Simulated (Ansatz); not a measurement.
BP (NiAs type, P6_3/mmc) at seven volumes, the program Ansatz at the PBE level (PAW), shape and atoms relaxed at each. One row is withheld.

```csv
V (Å³/atom),P (GPa)
9.403,17.64
9.713,10.89
10.023,5.02
10.333,0.00
10.643,-4.28
10.953,?
11.263,-11.13
```

### Question
Fit the shown pressures and predict the withheld one.

### Answer
Third-order Birch–Murnaghan: P = (3/2)B₀(x^(7/2) − x^(5/2))[1 + (3/4)(B′ − 4)(x − 1)] with x = (V₀/V)^(2/3). Least squares on the six rows gives V₀ = 10.334 Å³/atom, B₀ = 154.2 GPa, B′ = 4.07. At V = 10.953, x = 0.9620 and P = -7.97 GPa. The run itself gave -7.96 GPa.

The cell is a constructed one: a structure type filled with these elements; neither database checked (COD, Materials Project) lists it. It is not the phase usual at ambient conditions (space group No. 216). Symmetry was held in the PBE relaxation; whether a distortion lowers the energy is not shown.

Potentials: the earlier of the program's two PAW sets.
